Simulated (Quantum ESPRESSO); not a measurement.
## Si3AlC3N (finding a planted mistake in a log)

Computed values, not a measurement. The program is pw.x of Quantum ESPRESSO 7.5 (plane-wave density functional theory). The cell is made up: 8 atoms on a wurtzite lattice, with randomly drawn elements, strain and displacements, not relaxed. PseudoDojo standard norm-conserving files (v0.5 for PBE, v0.4.1 for LDA and PBEsol) set the functional; there is no spin polarisation, spin-orbit coupling or dispersion term, and the masses in the input are unused placeholders.

Intended input:

```
&control calculation='scf', pseudo_dir='./dojo.nc.sr.pbe.v0_5.standard.upf', outdir='./o', disk_io='medium', tprnfor=.true., tstress=.true. /
&system ibrav=0, nat=8, ntyp=4, nbnd=22, ecutwfc=84.00895049, nosym=.true., tot_charge=0,
 occupations='smearing', smearing='fd', degauss=0.0018374661
/
&electrons conv_thr=7.350e-09, electron_maxstep=60, /
ATOMIC_SPECIES
Al 1.0 Al.upf
C 1.0 C.upf
N 1.0 N.upf
Si 1.0 Si.upf
CELL_PARAMETERS angstrom
3.0495 -0.0369 -0.0077
-0.0638 5.4728 -0.0178
-0.0126 -0.0168 5.1582
ATOMIC_POSITIONS angstrom
Si 0.0044 -0.0153 0.0404
Al 1.4772 2.6856 0.007
Si 1.4894 0.8605 2.5751
Si -0.0466 3.6373 2.5692
C 0.0115 0.0245 1.9307
C 1.5086 2.728 1.8853
N 1.521 0.8723 4.5079
C -0.0272 3.6377 4.5167
K_POINTS automatic
6 4 4 1 1 1
```

The log is shortened where brackets say so; the opening notice, blank lines, dates and the lines on written files are dropped, and the path of the files is cut. It prints rydbergs, bohrs and kilobars, and counts compression as positive stress. Where no state is partly filled, the Fermi energy that it prints is only some level between the filled and the empty states on the mesh, and need not lie in the true gap.

Log of the intended run:

```
     Program PWSCF v.7.5
     Parallel version (MPI & OpenMP), running on       1 processor cores
     Number of MPI processes:                 1
     Threads/MPI process:                     1
     [start-up lines left out]
     bravais-lattice index     =            0
     lattice parameter (alat)  =       5.7632  a.u.
     unit-cell volume          =     580.8505 (a.u.)^3
     number of atoms/cell      =            8
     number of atomic types    =            4
     number of electrons       =        32.00
     number of Kohn-Sham states=           22
     kinetic-energy cutoff     =      84.0090  Ry
     charge density cutoff     =     336.0358  Ry
     scf convergence threshold =      7.3E-09
     mixing beta               =       0.7000
     number of iterations used =            8  plain     mixing
     Exchange-correlation= PBE
                           (   1   4   3   4   0   0   0)
     [axes and pseudopotential details left out]
   Cartesian axes
     site n.     atom                  positions (alat units)
         1        Si     tau(   1) = (   0.0014427  -0.0050168   0.0132471  )
         2        Al     tau(   2) = (   0.4843703   0.8806017   0.0022953  )
         3        Si     tau(   3) = (   0.4883706   0.2821559   0.8443690  )
         4        Si     tau(   4) = (  -0.0152800   1.1926618   0.8424344  )
         5        C      tau(   5) = (   0.0037708   0.0080335   0.6330718  )
         6        C      tau(   6) = (   0.4946663   0.8945045   0.6181853  )
         7        N      tau(   7) = (   0.4987322   0.2860250   1.4781294  )
         8        C      tau(   8) = (  -0.0089188   1.1927930   1.4810149  )
     number of k points=    48  Fermi-Dirac smearing, width (Ry)=  0.0018
                       cart. coord. in units 2pi/alat
        k(    1) = (   0.0843851   0.0708821   0.0743420), wk =   0.0416667
        k(    2) = (   0.0847642   0.0713673   0.2221544), wk =   0.0416667
     [further k points left out]
     Dense  grid:    60385 G-vectors     FFT dimensions: (  36,  64,  60)
     Estimated max dynamical RAM per process >      70.80 MB
     Initial potential from superposition of free atoms
     starting charge      31.9956, renormalised to      32.0000
     Starting wfcs are   32 randomized atomic wfcs
     total cpu time spent up to now is        9.3 secs
     per-process dynamical memory:    56.6 Mb
     Self-consistent Calculation
     iteration #  1     ecut=    84.01 Ry     beta= 0.70
     Davidson diagonalization with overlap
     ethr =  1.00E-02,  avg # of iterations =  3.1
     total cpu time spent up to now is       29.4 secs
     total energy              =     -86.24320100 Ry
     estimated scf accuracy    <       2.05542176 Ry
     iteration #  2     ecut=    84.01 Ry     beta= 0.70
     Davidson diagonalization with overlap
     ethr =  6.42E-03,  avg # of iterations =  2.2
     total cpu time spent up to now is       43.7 secs
     total energy              =     -86.66310070 Ry
     estimated scf accuracy    <       1.63821582 Ry
     [iterations 3 to 10 left out]
     iteration # 11     ecut=    84.01 Ry     beta= 0.70
     Davidson diagonalization with overlap
     ethr =  2.05E-09,  avg # of iterations =  2.0
     total cpu time spent up to now is      187.5 secs
     total energy              =     -87.05837812 Ry
     estimated scf accuracy    <       0.00000005 Ry
     iteration # 12     ecut=    84.01 Ry     beta= 0.70
     Davidson diagonalization with overlap
     ethr =  1.45E-10,  avg # of iterations =  2.4
     total cpu time spent up to now is      200.3 secs
     End of self-consistent calculation
     [lines on levels left out]
     the Fermi energy is    10.4992 ev
!    total energy              =     -87.05837813 Ry
     estimated scf accuracy    <          3.4E-09 Ry
     smearing contrib. (-TS)   =      -0.00000000 Ry
     internal energy E=F+TS    =     -87.05837813 Ry
     The total energy is F=E-TS. E is the sum of the following terms:
     one-electron contribution =      13.95555528 Ry
     hartree contribution      =      12.98452804 Ry
     xc contribution           =     -30.92195878 Ry
     ewald contribution        =     -83.07650267 Ry
     convergence has been achieved in  12 iterations
     Forces acting on atoms (cartesian axes, Ry/au):
     atom    1 type  4   force =     0.00354476   -0.07792702   -0.05159591
     atom    2 type  1   force =     0.02021410    0.03995146   -0.04001251
     atom    3 type  4   force =     0.04271884    0.08839618   -0.00412556
     atom    4 type  4   force =     0.02067319   -0.02127199    0.02976447
     atom    5 type  2   force =    -0.03888688   -0.02096986    0.01476873
     atom    6 type  2   force =    -0.02367011   -0.05066025    0.12374109
     atom    7 type  3   force =    -0.00419201   -0.05690210   -0.01489541
     atom    8 type  2   force =    -0.02040190    0.09938359   -0.05764489
     Total force =     0.247945     Total SCF correction =     0.000089
     Computing stress (Cartesian axis) and pressure
          total   stress  (Ry/bohr**3)                   (kbar)     P=      -20.03
   0.00058117   0.00030305   0.00015156           85.49       44.58       22.30
   0.00030305  -0.00065551   0.00007703           44.58      -96.43       11.33
   0.00015156   0.00007703  -0.00033417           22.30       11.33      -49.16
     init_run     :      9.00s CPU      9.15s WALL (       1 calls)
     electrons    :    180.88s CPU    190.96s WALL (       1 calls)
     forces       :      2.07s CPU      2.10s WALL (       1 calls)
     stress       :      7.60s CPU      7.65s WALL (       1 calls)
     [timing details left out]
     PWSCF        :   3m19.77s CPU   3m30.18s WALL
     JOB DONE.
```

A second run was made from an input with one planted mistake. Its log:

```
     Program PWSCF v.7.5
     Parallel version (MPI & OpenMP), running on       1 processor cores
     Number of MPI processes:                 1
     Threads/MPI process:                     1
     [start-up lines left out]
     bravais-lattice index     =            0
     lattice parameter (alat)  =       5.7632  a.u.
     unit-cell volume          =     580.8505 (a.u.)^3
     number of atoms/cell      =            8
     number of atomic types    =            4
     number of electrons       =        32.00
     number of Kohn-Sham states=           40
     kinetic-energy cutoff     =      84.0090  Ry
     charge density cutoff     =     336.0358  Ry
     scf convergence threshold =      7.3E-09
     mixing beta               =       0.7000
     number of iterations used =            8  plain     mixing
     Exchange-correlation= PBE
                           (   1   4   3   4   0   0   0)
     [axes and pseudopotential details left out]
   Cartesian axes
     site n.     atom                  positions (alat units)
         1        Si     tau(   1) = (   0.0014427  -0.0050168   0.0132471  )
         2        Al     tau(   2) = (   0.4843703   0.8806017   0.0022953  )
         3        Si     tau(   3) = (   0.4883706   0.2821559   0.8443690  )
         4        Si     tau(   4) = (  -0.0152800   1.1926618   0.8424344  )
         5        C      tau(   5) = (   0.0037708   0.0080335   0.6330718  )
         6        C      tau(   6) = (   0.4946663   0.8945045   0.6181853  )
         7        N      tau(   7) = (   0.4987322   0.2860250   1.4781294  )
         8        C      tau(   8) = (  -0.0089188   1.1927930   1.4810149  )
     number of k points=    48  Fermi-Dirac smearing, width (Ry)=  0.0345
                       cart. coord. in units 2pi/alat
        k(    1) = (   0.0843851   0.0708821   0.0743420), wk =   0.0416667
        k(    2) = (   0.0847642   0.0713673   0.2221544), wk =   0.0416667
     [further k points left out]
     Dense  grid:    60385 G-vectors     FFT dimensions: (  36,  64,  60)
     Estimated max dynamical RAM per process >      81.41 MB
     Initial potential from superposition of free atoms
     starting charge      31.9956, renormalised to      32.0000
     Starting wfcs are   32 randomized atomic wfcs +    8 random wfcs
     total cpu time spent up to now is        9.3 secs
     per-process dynamical memory:    62.2 Mb
     Self-consistent Calculation
     iteration #  1     ecut=    84.01 Ry     beta= 0.70
     Davidson diagonalization with overlap
     ethr =  1.00E-02,  avg # of iterations =  8.2
     total cpu time spent up to now is       49.9 secs
     total energy              =     -86.25006522 Ry
     estimated scf accuracy    <       2.06155289 Ry
     iteration #  2     ecut=    84.01 Ry     beta= 0.70
     Davidson diagonalization with overlap
     ethr =  6.44E-03,  avg # of iterations =  2.0
     total cpu time spent up to now is       71.4 secs
     total energy              =     -86.58416476 Ry
     estimated scf accuracy    <       1.96161735 Ry
     [iterations 3 to 10 left out]
     iteration # 11     ecut=    84.01 Ry     beta= 0.70
     Davidson diagonalization with overlap
     ethr =  7.56E-10,  avg # of iterations =  1.5
     total cpu time spent up to now is      257.5 secs
     total energy              =     -87.06589012 Ry
     estimated scf accuracy    <       0.00000004 Ry
     iteration # 12     ecut=    84.01 Ry     beta= 0.70
     Davidson diagonalization with overlap
     ethr =  1.11E-10,  avg # of iterations =  2.0
     total cpu time spent up to now is      278.1 secs
     End of self-consistent calculation
     [lines on levels left out]
     the Fermi energy is    10.3735 ev
!    total energy              =     -87.06589013 Ry
     estimated scf accuracy    <          4.1E-09 Ry
     smearing contrib. (-TS)   =      -0.02809161 Ry
     internal energy E=F+TS    =     -87.03779852 Ry
     The total energy is F=E-TS. E is the sum of the following terms:
     one-electron contribution =      13.98797284 Ry
     hartree contribution      =      12.96228031 Ry
     xc contribution           =     -30.91154900 Ry
     ewald contribution        =     -83.07650267 Ry
     convergence has been achieved in  12 iterations
     Forces acting on atoms (cartesian axes, Ry/au):
     atom    1 type  4   force =     0.00335507   -0.06743348   -0.04533239
     atom    2 type  1   force =     0.01948897    0.02858240   -0.03488023
     atom    3 type  4   force =     0.04273238    0.08359760   -0.00353456
     atom    4 type  4   force =     0.02064469   -0.01648921    0.02573584
     atom    5 type  2   force =    -0.03879479   -0.02298548    0.01345095
     atom    6 type  2   force =    -0.02345627   -0.04820887    0.12214169
     atom    7 type  3   force =    -0.00416241   -0.05598889   -0.01622266
     atom    8 type  2   force =    -0.01980764    0.09892593   -0.06135865
     Total force =     0.237867     Total SCF correction =     0.000128
     Computing stress (Cartesian axis) and pressure
          total   stress  (Ry/bohr**3)                   (kbar)     P=      -15.87
   0.00053981   0.00029639   0.00015334           79.41       43.60       22.56
   0.00029639  -0.00059628   0.00007179           43.60      -87.72       10.56
   0.00015334   0.00007179  -0.00026720           22.56       10.56      -39.31
     init_run     :      8.84s CPU      9.07s WALL (       1 calls)
     electrons    :    252.85s CPU    268.86s WALL (       1 calls)
     forces       :      3.10s CPU      3.14s WALL (       1 calls)
     stress       :     10.60s CPU     10.66s WALL (       1 calls)
     [timing details left out]
     PWSCF        :   4m35.64s CPU   4m52.13s WALL
     JOB DONE.
```

Question: what was wrong in the second input?

Answer: the smearing is too wide. The input lines that differ, file-writing options aside:

```
- &system ibrav=0, nat=8, ntyp=4, nbnd=22, ecutwfc=84.00895049, nosym=.true., tot_charge=0,
+ &system ibrav=0, nat=8, ntyp=4, nbnd=40, ecutwfc=84.00895049, nosym=.true., tot_charge=0,
-  occupations='smearing', smearing='fd', degauss=0.0018374661
+  occupations='smearing', smearing='fd', degauss=0.0345443628
```

|  | intended run | run with the mistake |
| --- | --- | --- |
| free energy (eV) | -1184.490 | -1184.592 |
| smearing term -TS (eV) | 0.0000 | -0.3822 |
| pressure (GPa) | -2.00 | -1.59 |
| largest force component (eV/Å) | 3.182 | 3.140 |
| largest change of a force component (eV/Å) |  | 0.292 |
| iterations | 12 | 12 |

For scale, a rerun of the intended cell at 1437 eV and a 8 x 6 x 6 mesh moved values by no more than 0.004 eV in energy, 0.09 GPa in stress and 0.005 eV/Å in force. The number of bands, nbnd, was set by rule from the electron count and the smearing, so it follows the mistake.